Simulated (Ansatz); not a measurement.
AlPd3N (anti-perovskite, space group No. 221) at seven volumes, plane-wave PAW PBEsol (Ansatz code), scaled uniformly. One row is withheld.

```tsv
V (Å³/atom)	P (GPa)
12.331	23.07
12.738	13.98
13.144	6.37
13.551	0.01
13.957	?
14.364	-9.75
14.770	-13.44
```

Q: Fit the shown pressures and predict the withheld one.

A: Third-order Birch–Murnaghan: P = (3/2)B₀(x^(7/2) − x^(5/2))[1 + (3/4)(B′ − 4)(x − 1)] with x = (V₀/V)^(2/3). Least squares on the six rows gives V₀ = 13.552 Å³/atom, B₀ = 193.3 GPa, B′ = 4.96. At V = 13.957, x = 0.9806 and P = -5.29 GPa. The run itself gave -5.31 GPa.

Space group Pm-3m (anti-perovskite). The start of the workflow was typed in or built on a structure type; neither database checked (COD, Materials Project) lists it. Whether it is the stable phase at ambient conditions was not checked. The cell was relaxed with PBEsol under the symmetry of its start. At this level the phase is dynamically unstable (imaginary phonons). The run is not spin-polarised.

Potentials: the later of the program's two PAW sets.
